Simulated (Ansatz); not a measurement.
Ta2O5:
```cif
data_O5Ta2
_chemical_formula_sum 'Ta2 O5'
_space_group_name_H-M_alt 'P 1'
_space_group_IT_number 1
_cell_length_a 3.66927
_cell_length_b 3.85793
_cell_length_c 6.43150
_cell_angle_alpha 90.000
_cell_angle_beta 90.000
_cell_angle_gamma 90.000
loop_
_space_group_symop_operation_xyz
  'x, y, z'
loop_
_atom_site_label
_atom_site_type_symbol
_atom_site_fract_x
_atom_site_fract_y
_atom_site_fract_z
_atom_site_occupancy
Ta1 Ta 0.50000 0.00000 0.50000 1
Ta2 Ta 0.00000 0.00000 0.00000 1
O1 O 0.50000 0.50000 0.50000 1
O2 O 0.00000 0.00000 0.67925 1
O3 O 0.00000 0.00000 0.32075 1
O4 O 0.00000 0.50000 0.00000 1
O5 O 0.50000 0.00000 0.00000 1
```

Relaxed with PBEsol.

Question: Give the optical modes at the zone centre with their infrared activity from DFPT, plane-wave PAW PBEsol (Ansatz code).

Answer: Transverse frequencies, without the LO–TO term; a row sums one degenerate level.

```csv
ω (cm⁻¹),degeneracy,IR ((D/Å)²/amu),activity,symmetry
395i,1,16.78,IR,B1u
293i,1,68.28,IR,B3u
270i,1,37.47,IR,B2u
144i,1,25.33,IR,B1u
54,1,5.99,IR,B2u
91,1,0.09,IR,B1u
104,1,2.81,IR,B3u
160,1,93.20,IR,B2u
200,1,12.85,IR,B3u
207,1,0.69,IR,B1u
276,1,0.00,IR-inactive,B2g
300,1,0.00,IR-inactive,B3g
304,1,5.91,IR,B3u
382,1,23.94,IR,B1u
441,1,26.59,IR,B2u
583,1,65.14,IR,B2u
773,1,0.00,IR-inactive,Ag
873,1,68.12,IR,B3u
```

Question: How high does the top mode go among those that the LO–TO term moves?

Answer: 1039 cm⁻¹ for q along x, 923 cm⁻¹ for q along y, 589 cm⁻¹ for q along z.

Space group Pmmm. The workflow started from a Materials Project entry (that database holds measured and hypothetical structures alike); the Crystallography Open Database copy checked does not list it. COD files the formula under space group No. 49. Whether it is the stable phase at ambient conditions was not checked. Symmetry was held in the PBEsol relaxation. At this level the phase is dynamically unstable (imaginary phonons). The run is not spin-polarised. Spin–orbit coupling is left out wherever it is not named.

Potentials: the earlier of the program's two PAW sets. The files were generated under PBE; for other functionals the program regenerates the frozen cores, and for LDA and PBEsol the local potential too.
